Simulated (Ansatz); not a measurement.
Relaxation of a generated cell, Te2Mo built in the cotunnite structure type; 12 atoms in the cell, which starts as Pnma (No. 62), oP12; a = 7.9578 Å, b = 4.7350 Å, c = 9.4457 Å, α = 90.00°, β = 90.00°, γ = 90.00°. Computed with PBE (plane waves to 420 eV, PAW, scalar-relativistic; Ansatz, an electronic-structure program). Γ-centred k-mesh 3×4×2 on the run's cell (coarser than for final values), Fermi–Dirac smearing 0.05 eV. This is the first round of the run. 

The optimiser's lines from the output (shortened; P is positive under compression):

```
relax step   1: F+E_penalty+E_count = -75656.79146035 eV  Δ(F+E_penalty+E_count) = +0.000e0 eV  max|allowed force component| = 1.301e0 eV/Å  Δτ_max = 0.0000 Å  P = -12.993 GPa  Ω = 355.918 Å³  (10 SCF iters, dr2 threshold 1.00e-7 eV, accepted)
relax step   2: F+E_penalty+E_count = -75660.29266871 eV  Δ(F+E_penalty+E_count) = -3.501e0 eV  max|allowed force component| = 5.656e-1 eV/Å  Δτ_max = 0.1039 Å  P = -7.500 GPa  Ω = 311.931 Å³  (7 SCF iters, dr2 threshold 1.20e-6 eV, accepted)
relax step   3: F+E_penalty+E_count = -75661.40725187 eV  Δ(F+E_penalty+E_count) = -1.115e0 eV  max|allowed force component| = 3.563e-1 eV/Å  Δτ_max = 0.0916 Å  P = +1.380 GPa  Ω = 279.449 Å³  (7 SCF iters, dr2 threshold 1.20e-6 eV, accepted)
relax step   4: F+E_penalty+E_count = -75661.74734042 eV  Δ(F+E_penalty+E_count) = -3.401e-1 eV  max|allowed force component| = 2.519e-1 eV/Å  Δτ_max = 0.1455 Å  P = +0.826 GPa  Ω = 282.641 Å³  (7 SCF iters, dr2 threshold 1.20e-6 eV, accepted)
relax step   5: F+E_penalty+E_count = -75662.10950045 eV  Δ(F+E_penalty+E_count) = -3.622e-1 eV  max|allowed force component| = 3.896e-1 eV/Å  Δτ_max = 0.1363 Å  P = +0.594 GPa  Ω = 283.732 Å³  (7 SCF iters, dr2 threshold 1.20e-6 eV, accepted)
relax step   6: F+E_penalty+E_count = -75662.29492935 eV  Δ(F+E_penalty+E_count) = -1.854e-1 eV  max|allowed force component| = 1.803e-1 eV/Å  Δτ_max = 0.0648 Å  P = -0.249 GPa  Ω = 283.826 Å³  (6 SCF iters, dr2 threshold 1.20e-6 eV, accepted)
relax step   7: F+E_penalty+E_count = -75662.34585475 eV  Δ(F+E_penalty+E_count) = -5.093e-2 eV  max|allowed force component| = 1.760e-1 eV/Å  Δτ_max = 0.0359 Å  P = +0.639 GPa  Ω = 278.993 Å³  (6 SCF iters, dr2 threshold 1.20e-6 eV, accepted)
relax step   8: F+E_penalty+E_count = -75662.33811251 eV  Δ(F+E_penalty+E_count) = +7.742e-3 eV  max|allowed force component| = 2.342e-1 eV/Å  Δτ_max = 0.0575 Å  P = -0.161 GPa  Ω = 280.613 Å³  (6 SCF iters, dr2 threshold 1.20e-6 eV, rejected (line search))
relax step   9: F+E_penalty+E_count = -75662.36426692 eV  Δ(F+E_penalty+E_count) = -1.841e-2 eV  max|allowed force component| = 5.851e-2 eV/Å  Δτ_max = 0.0273 Å  P = +0.137 GPa  Ω = 279.726 Å³  (10 SCF iters, accepted)
relax step  10: F+E_penalty+E_count = -75662.36552667 eV  Δ(F+E_penalty+E_count) = -1.260e-3 eV  max|allowed force component| = 2.664e-2 eV/Å  Δτ_max = 0.0065 Å  P = -0.100 GPa  Ω = 280.007 Å³  (6 SCF iters, dr2 threshold 3.83e-7 eV, accepted)
relax step  11: F+E_penalty+E_count = -75662.36633307 eV  Δ(F+E_penalty+E_count) = -8.064e-4 eV  max|allowed force component| = 1.538e-2 eV/Å  Δτ_max = 0.0037 Å  P = -0.016 GPa  Ω = 279.566 Å³  (6 SCF iters, dr2 threshold 1.33e-7 eV, accepted)
relax step  12: F+E_penalty+E_count = -75662.36674782 eV  Δ(F+E_penalty+E_count) = -4.148e-4 eV  max|allowed force component| = 4.619e-3 eV/Å  Δτ_max = 0.0047 Å  P = +0.009 GPa  Ω = 279.232 Å³  (6 SCF iters, dr2 threshold 1.48e-8 eV, accepted)
relax step  13: F+E_penalty+E_count = -75662.36698679 eV  Δ(F+E_penalty+E_count) = -2.390e-4 eV  max|allowed force component| = 7.060e-4 eV/Å  Δτ_max = 0.0049 Å  P = -0.001 GPa  Ω = 278.909 Å³  (6 SCF iters, dr2 threshold 7.81e-9 eV, accepted)
relax step  14: F+E_penalty+E_count = -75662.36045630 eV  Δ(F+E_penalty+E_count) = +6.530e-3 eV  max|allowed force component| = 7.200e-4 eV/Å  Δτ_max = 0.0000 Å  P = -0.010 GPa  Ω = 278.909 Å³  stress off target by 1.17e-2 GPa  SCF on the basis re-selected at this cell (its energy is not comparable with the rows above)  (7 SCF iters)
```

From the first to the last row the energy changes by -0.46 eV/atom and the volume by -21.6 %. The last row is marked as not comparable with the walk above it, whose basis was carried along; it does compare with step 1, since both stand on a basis selected at the nominal cutoff for their own cell.

Step 8 was rejected by the optimiser.

Later rounds, restarted from the end of this one on a renewed k-mesh, logged 11 more steps and released under 0.01 eV/atom more. The final structure after all rounds: Pnma (No. 62), oP12; a = 7.737 Å, b = 3.691 Å, c = 9.830 Å, α = β = γ = 90.00°. Between re-selections the logged energies stand on a plane-wave basis carried along with the cell. No spin polarisation in the result.

The run could not lose the symmetry of its start, so the end can be a saddle point.

The relaxed structure here is a generated cell of Te2Mo: the first start was made by placing the elements on the sites of a structure type, and the end was not matched to a known phase here, so it may be hypothetical. Known forms of Te2Mo include space group No. 194.
